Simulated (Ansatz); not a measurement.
## Piezoelectric tensor of Mg$_{3}$CdTe$_{4}$

Level of theory: DFT PBE, scalar-relativistic, plane waves, PAW (Ansatz 0.2.0). Settings: 420 eV plane-wave cutoff, Γ-centred 6×6×2 mesh, fixed occupations. No spin polarisation.

Relaxed structure:
```
Mg Cd Te
1.0
     4.62739    0.00000    0.00000
    -2.31370    4.00744    0.00000
     0.00000    0.00000   15.07109
Mg Cd Te
3 1 4
Direct
  0.66667 0.33333 0.49573
  0.66667 0.33333 0.99995
  0.00000 0.00000 0.24811
  0.00000 0.00000 0.74996
  0.66667 0.33333 0.18740
  0.66667 0.33333 0.68334
  0.00000 0.00000 0.43542
  0.00000 0.00000 0.94010
```

It was reached by relaxing an invented guess, and it needn't be the stable form of this composition. Spin–orbit coupling is left out, which matters for heavy elements.

Task: Give the relaxed-ion proper piezoelectric stress tensor e_iJ (C/m², Voigt columns xx yy zz yz xz xy).

Result:
```
x    0.000  0.000  0.000  0.000 -0.053 -0.010
y   -0.010  0.010  0.000 -0.053  0.000  0.000
z   -0.077 -0.077  0.156  0.000  0.000  0.000
```
Signs follow the orientation of the cell as given.

Task: With the elastic constants (GPa, Voigt order)
```
51.9 27.9 22.7  0.1  0.0  0.0
27.9 51.9 22.7 -0.1  0.0  0.0
22.7 22.7 56.8  0.0  0.0  0.0
 0.1 -0.1  0.0 10.6  0.0  0.0
 0.0  0.0  0.0  0.0 10.6  0.1
 0.0  0.0  0.0  0.0  0.1 12.0
```
find the strain coefficients d = e·C⁻¹ (pC/N).

Result:
```
x    0.00  0.00  0.00  0.00 -4.95 -0.80
y   -0.40  0.40  0.00 -4.95  0.00  0.00
z   -2.27 -2.27  4.57  0.00  0.00  0.00
```
